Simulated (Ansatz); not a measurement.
AgPt:
```xyz
2
Lattice="2.7469 0.0000 0.0000 0.0000 2.7469 0.0000 0.0000 0.0000 4.1694" Properties=species:S:1:pos:R:3 pbc="T T T"
Ag     0.0000     0.0000     0.0000
Pt     1.3735     1.3735     2.0847
```

Relaxed with plane-wave PAW PBEsol (Ansatz code). Indices refer to the conventional cell of P4/mmm, a = b = 2.747 Å, c = 4.169 Å, α = β = γ = 90.00°.

Problem. Simulate the powder diffraction pattern (Ag Kα, λ = 0.560885 Å; lines above 1 %) up to 2θ = 30°.

Solution. Simulated powder pattern, Ag Kα, λ = 0.560885 Å (kinematic, ideal powder, no thermal factors, no anomalous dispersion; the 30 strongest lines at most, above 1 %, up to 2θ = 30°):

| 2θ (°) | d (Å) | I/Imax (%) | hkl |
|---|---|---|---|
| 7.71 | 4.169 | 7.2 | (001) |
| 11.72 | 2.747 | 5.6 | (100) |
| 14.05 | 2.294 | 100 | (101) |
| 15.46 | 2.085 | 19 | (002) |
| 16.60 | 1.942 | 32 | (110) |
| 18.33 | 1.761 | 3.9 | (111) |
| 19.45 | 1.661 | 3.4 | (102) |
| 22.76 | 1.421 | 26 | (112) |
| 23.56 | 1.373 | 12 | (200) |
| 24.83 | 1.305 | 1.8 | (201) |
| 26.14 | 1.240 | 17 | (103) |
| 26.39 | 1.228 | 1.5 | (210) |
| 27.54 | 1.178 | 28 | (211) |
| 28.31 | 1.147 | 13 | (202) |
| 28.73 | 1.130 | 1.2 | (113) |

The start of the workflow was typed in or built on a structure type; neither database checked (COD, Materials Project) lists it. Whether it is the stable phase at ambient conditions was not checked. The PBEsol relaxation kept the symmetry of its start; whether a distortion lowers the energy is not shown. The run is not spin-polarised. Axis ratios of metals converge slowly with the k-mesh, so a and c are less sure than the volume. Scalar-relativistic: spin–orbit coupling is off unless named, which matters more the heavier the elements.

Potentials: the earlier of the program's two PAW sets. The files were generated under PBE; for other functionals the program regenerates the frozen cores, and for LDA and PBEsol the local potential too.
